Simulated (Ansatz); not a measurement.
# SiNi₂ under strain: Coordination and ⁶¹Ni quadrupole coupling

Cell: a COD entry, relaxed with PBE at fixed cell and then changed (z compressed by 1 %, ions relaxed).

```xyz
12
Lattice="4.9900 0.0000 0.0000 0.0000 3.7200 0.0000 0.0000 0.0000 6.9894" Properties=species:S:1:pos:R:3 pbc="T T T"
Si    1.4388    0.9300    2.7034
Si    1.0562    2.7900    6.1981
Si    3.9338    0.9300    0.7913
Si    3.5512    2.7900    4.2860
Ni    4.7890    0.9300    5.5537
Ni    2.6960    2.7900    2.0590
Ni    2.2940    0.9300    4.9304
Ni    0.2010    2.7900    1.4357
Ni    1.6469    0.9300    0.4251
Ni    0.8481    2.7900    3.9198
Ni    4.1419    0.9300    3.0696
Ni    3.3431    2.7900    6.5643
```

Sites (sets of like atoms) are named by element and the number of their first atom in this list.

The numbers come from a DFT calculation in Ansatz (PBE, plane waves and PAW, scalar-relativistic, collinear spin, 420 eV cutoff, Γ-centred 9×12×6 k-points, Fermi–Dirac smearing 0.05 eV). Start moments as typed (μB): 1.5 on each Ni, none on the rest.

Q(⁶¹Ni) = 162.0 mb.

**Question.** Order the Ni environments from the weakest to the strongest quadrupole coupling.
A. Ni5: 5 Si at 2.34–2.57 Å, 8 Ni at 2.56–2.69 Å
B. Ni9: 5 Si at 2.29–2.73 Å, 8 Ni at 2.56–2.69 Å

**Answer.** B (3.73 MHz, η = 0.62), A (7.11 MHz, η = 0.98).

With no gap above 0.1 eV, as in a metal, the gradients converge slowly in k; expect changes of a tenth or more on a denser mesh. With these PAW files V_zz is typically within 2 to 3 % of all-electron values, but misses above 10 % occur on Ni. The start moments die out, and the run ends without spin.
